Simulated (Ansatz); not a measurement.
Property card for BiTePd

BiTePd:
```cif
data_Bi4Pd4Te4
_chemical_formula_sum 'Bi4 Te4 Pd4'
_space_group_name_H-M_alt 'P213'
_space_group_IT_number 198
_space_group_name_Hall 'P 2ac 2ab 3'
_cell_length_a 6.64567
_cell_length_b 6.64567
_cell_length_c 6.64567
_cell_angle_alpha 90.000
_cell_angle_beta 90.000
_cell_angle_gamma 90.000
loop_
_atom_site_label
_atom_site_type_symbol
_atom_site_symmetry_multiplicity
_atom_site_Wyckoff_symbol
_atom_site_fract_x
_atom_site_fract_y
_atom_site_fract_z
_atom_site_occupancy
Bi1 Bi 4 a 0.36712 0.36712 0.36712 1
Te1 Te 4 a 0.62673 0.62673 0.62673 1
Pd1 Pd 4 a 0.00568 0.00568 0.00568 1
```

Space group P2_13 (No. 198); conventional cell a = 6.6457 Å, b = 6.6457 Å, c = 6.6457 Å, α = 90.00°, β = 90.00°, γ = 90.00°.

Method: PBEsol (plane waves, PAW; program Ansatz). The cell and atoms are relaxed at this level. Other levels are named where they apply.

**Cell and energy**

- Volume per atom: 24.46 Å³
- Density: 10.03 g/cm³
- Formation energy from the elements (no fitted shifts): -0.36 eV/atom

**Electronic structure**

Electronic character: metallic (no gap)
Density of states at the Fermi level: 0.49 states/eV per atom (mean over ±0.08 eV)
Gap with spin–orbit coupling: none (metallic)

**Mechanics**

* **Bulk modulus (Birch–Murnaghan fit)**: 87.4 GPa
* **Pressure derivative B′**: 5.1
* **Elastic constants (relaxed ions, GPa)**: C11 = 139, C12 = 62.4, C44 = 26.6
* **Mechanical stability**: stable (all eigenvalues of C positive)
* **Hill bulk and shear moduli**: 87.8 and 30.8 GPa
* **Young's modulus**: 82.6 GPa
* **Poisson's ratio**: 0.34
* **Debye temperature from the elastic constants**: 202 K

The first step of the workflow began from a Materials Project structure, measured or hypothetical; the Crystallography Open Database copy checked does not list it. Whether it is the stable phase at ambient conditions was not checked. Symmetry was held in the PBEsol relaxation; whether a distortion lowers the energy is not shown. No spin polarisation was allowed. As this level gives no gap, shear constants depend on the k-mesh and smearing (Fermi–Dirac, 0.1 eV here). The references are the lowest solids computed at this level, not always the standard phases. Spin–orbit coupling is left out wherever it is not named.

Potentials: the later of the program's two PAW sets.
